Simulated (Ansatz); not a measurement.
A geometry of C away from equilibrium: step 18 of the relaxation of a relaxed C cell displaced along its unstable phonon at q = (½, ½, 0) of its primitive reciprocal cell (673i cm⁻¹), largest move 0.15 Å. All values below come from r2SCAN (plane waves to 500 eV, PAW, scalar-relativistic; Ansatz, a program for electronic structure). Γ-centred k-mesh 19×19×16 on the run's cell (coarser than for final values), Fermi–Dirac smearing 0.05 eV.

```
CELL_PARAMETERS angstrom
      2.45342     0.00000     0.00000
      1.22671     2.11333     0.00000
      0.00000     0.00000     2.98108
ATOMIC_POSITIONS crystal
  C  0.91688 0.16625 0.00000
  C  0.58312 0.83375 0.00000
```

### Question
Give the Cartesian forces on all atoms (eV/Å).

### Answer
```json
[
 {"atom": "C1", "Fx": "0.00", "Fy": "0.04", "Fz": "0.00"},
 {"atom": "C2", "Fx": "0.00", "Fy": "-0.04", "Fz": "0.00"}
]
```

### Question
What is the pressure?

### Answer
+8.3 GPa, compression positive.

### Question
How much energy per atom can still be gained by relaxing?

### Answer
0.08 eV/atom; the path ends in P6/mmm (No. 191).

No spin polarisation in the result. No dispersion correction is included, so spacings between layers, chains or molecules are soft and tend to come out too large.

The run could not lose the symmetry of its start, so the end can be a saddle point.

The end of the path is a generated cell of C: the first start was made by placing the elements on the sites of a structure type, and the end was not matched to a known phase here, so it may be hypothetical. Known forms of C include space group No. 194, 227.
